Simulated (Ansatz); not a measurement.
**TaAl₃: pressure against volume**

A database entry relaxed whole under r2SCAN (I4/mmm):

```xyz
4
Lattice="-1.9180 1.9180 4.2527 1.9180 -1.9180 4.2527 1.9180 1.9180 -4.2527" Properties=species:S:1:pos:R:3 pbc="T T T"
Ta    0.0000    0.0000    4.2527
Al    0.0000    0.0000    0.0000
Al    0.0000    1.9180    2.1264
Al    1.9180    0.0000    2.1264
```

The cell was scaled uniformly, its shape held, and the atoms relaxed at each volume with plane-wave PAW DFT (Ansatz 0.2.0; r2SCAN, 500 eV, 11×11×11 Γ-centred mesh, fermi-dirac occupations of width 0.100 eV; no spin, no spin-orbit coupling). One row is withheld.

```tsv
volume (Å³/atom)	energy over the lowest (meV/atom)	pressure (GPa)
14.706	27.4	9.97
15.019	11.7	6.30
15.332	2.8	2.99
15.645	0.0	-0.02
15.958	2.8	-2.73
16.271	?	?
16.584	23.1	-7.41
```

Task: Fit the pressures of the other rows to the third-order Birch-Murnaghan form.

Result: With f = [(V₀/V)^(2/3) − 1]/2 and P = 3B₀f(1 + 2f)^(5/2)[1 + 3(B₀′ − 4)f/2], least squares gives V₀ = 15.64 Å³ an atom, B₀ = 143 GPa and B₀′ = 4.0; the rows miss the fit by less than 0.01 GPa. The slope of the energies differs from these pressures by 0.06 GPa, since they are taken to zero smearing while pressures follow the free energy.

Task: What does the withheld row hold?

Result: The fit gives -5.19 GPa at 16.271 Å³; the run gave -5.19 GPa and 10.7 meV an atom.

Caveats: the shape of the cell was held, so B₀ is an upper bound where the axes differ in stiffness; 0 K, fixed nuclei; the symmetry was kept, and this need not be the phase that is stable at 0 K; one mesh for all volumes; pressure is positive in compression.
